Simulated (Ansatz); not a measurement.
MoPd:
```xyz
4
Lattice="1.3178 -5.2954 0.0000 1.3178 5.2954 0.0000 0.0000 0.0000 4.3244" Properties=species:S:1:pos:R:3 pbc="T T T"
Mo     1.3178    -1.8501     1.0811
Pd     1.3178    -4.5647     1.0811
Mo     1.3178     1.8501     3.2433
Pd     1.3178     4.5647     3.2433
```

Relaxed with r²SCAN.

Map the electron localisation function on the plane through (0.675, 0.325, 0.250) spanned by u = [1, 1, 0] and v = [1, -1, 0] in lattice vectors, from r²SCAN in the plane-wave PAW code Ansatz.

x is the fraction of u, y of v (the angle between them is 90°; rows are the nearest grid lines); atoms in the plane: Mo at (0.00, 0.00), Mo at (0.50, 0.50), Pd at (0.00, 0.26), Pd at (0.50, 0.76).
```
y \ x   0.000  0.0625  0.188  0.250  0.375  0.438  0.562  0.625  0.750  0.812  0.938   1.00
------  -----  ------  -----  -----  -----  -----  -----  -----  -----  -----  -----  -----
1.00    0.242   0.371  0.747  0.729  0.378  0.308  0.308  0.378  0.729  0.747  0.371  0.242
0.925   0.548   0.513  0.297  0.198  0.208  0.280  0.280  0.208  0.198  0.297  0.513  0.548
0.850   0.264   0.269  0.277  0.267  0.265  0.269  0.269  0.265  0.267  0.277  0.269  0.264
0.775   0.224   0.214  0.389  0.505  0.465  0.356  0.356  0.465  0.505  0.389  0.214  0.224
0.700   0.210   0.197  0.244  0.357  0.523  0.537  0.537  0.523  0.357  0.244  0.197  0.210
0.625   0.309   0.299  0.251  0.237  0.240  0.245  0.245  0.240  0.237  0.251  0.299  0.309
0.550   0.346   0.300  0.295  0.451  0.701  0.736  0.736  0.701  0.451  0.295  0.300  0.346
0.450   0.281   0.248  0.286  0.458  0.709  0.739  0.739  0.709  0.458  0.286  0.248  0.281
0.375   0.244   0.251  0.280  0.272  0.193  0.166  0.166  0.193  0.272  0.280  0.251  0.244
0.300   0.503   0.522  0.539  0.458  0.235  0.221  0.221  0.235  0.458  0.539  0.522  0.503
0.225   0.426   0.460  0.543  0.481  0.231  0.203  0.203  0.231  0.481  0.543  0.460  0.426
0.150   0.271   0.267  0.237  0.228  0.235  0.249  0.249  0.235  0.228  0.237  0.267  0.271
0.0750  0.527   0.490  0.272  0.181  0.207  0.293  0.293  0.207  0.181  0.272  0.490  0.527
0.000   0.242   0.371  0.747  0.729  0.378  0.308  0.308  0.378  0.729  0.747  0.371  0.242
```

The density is the valence pseudo-density with augmentation charge, so density and ELF within about 1 Å of a nucleus are not all-electron values.

Space group Cmcm. The start of the workflow was typed in or built on a structure type; neither database checked (COD, Materials Project) lists it. Whether it is the stable phase at ambient conditions was not checked. Symmetry was held in the r²SCAN relaxation; whether a distortion lowers the energy is not shown. No spin polarisation was allowed.

Potentials: the later of the program's two PAW sets.
